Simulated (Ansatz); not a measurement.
In InSb (zinc blende type) the In atom of the primitive cell, with all its periodic images, is moved by 0.06 Å along [111].

```
CELL_PARAMETERS angstrom
0.00000 3.32000 3.32000
3.32000 0.00000 3.32000
3.32000 3.32000 0.00000
ATOMIC_POSITIONS crystal
In 0.00522 0.00522 0.00522
Sb 0.25000 0.25000 0.25000
```

Theory: PBE0, plane waves, PAW datasets (generated soft set 1) in Ansatz.

Cutoff 420 eV; exchange singularity: truncated; k-mesh 4×4×4 Γ-centred; Fermi–Dirac smearing of 0.05 eV; no spin polarisation; no spin–orbit coupling.

Q: What force results?

A: The force on it along the displacement is -0.4077 eV/Å, a force constant of 6.80 eV/Å². A one-sided step along [111] also holds the cubic anharmonicity.

```tsv
atom	Fx (eV/Å)	Fy (eV/Å)	Fz (eV/Å)
In1	-0.2354	-0.2354	-0.2354
Sb2	0.2354	0.2354	0.2354
```

The k-mesh is modest, so these values aren't fully converged in k.
